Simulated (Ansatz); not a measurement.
Relaxed CoSn (CoSn type, space group P6/mmm):

```xyz
6
Lattice="5.2416 0.0000 0.0000 -2.6208 4.5394 0.0000 0.0000 0.0000 4.1879" Properties=species:S:1:pos:R:3 pbc="T T T"
Co     2.6208     0.0000     0.0000
Co     1.3104     2.2697     0.0000
Co    -1.3104     2.2697     0.0000
Sn     0.0000     0.0000     0.0000
Sn     0.0000     3.0263     2.0940
Sn     2.6208     1.5131     2.0940
```

Scan: atom 1 (Co, nearest neighbour Sn at 2.583 Å; its periodic images, 4.2 Å or more away, move with it) is displaced along Cartesian z, direction (0.000, 0.000, 1.000) in Cartesian axes, by s. The other atoms stay.

Computed with r2SCAN (plane waves to 500 eV, PAW, scalar-relativistic; Ansatz, a quantum-chemistry and plane-wave program). k mesh 8×8×9 (Γ-centred), Fermi-Dirac smearing 0.05 eV. The energy includes the smearing's −TS. With partly filled bands, energies and forces of such displacements shift with the k mesh and the smearing. CoSn is run without spin polarisation. CoSn was relaxed with its symmetry unable to fall. ΔE is measured from the undisplaced structure. The last digit holds for this mesh only.

| s (Å) | ΔE (meV/cell) |
|---|---|
| -0.520 | 1384.3 |
| -0.416 | 804.2 |
| -0.312 | 413.5 |
| -0.208 | 170.4 |
| -0.104 | 40.4 |
| 0.000 | 0.0 |
| 0.104 | 40.4 |
| 0.208 | 170.4 |
| 0.312 | 413.5 |
| 0.416 | 804.2 |
| 0.520 | 1384.3 |

Question: What force constant k = d²E/ds² at s = 0 does the table give?

Answer: 7.3 eV/Å². It is the second difference of the nearest points, corrected with the next pair.

Question: With k = 7.35 eV/Å² from the forces, is the well harmonic out to s = 0.520 Å?

Answer: ½ks² = 994 meV/cell against the computed 1384 meV/cell, so the well is stiffer than harmonic there.

(For displaced atoms, the force is minus the slope of the energy, and its curvature is a force constant, which sets phonon frequencies.)
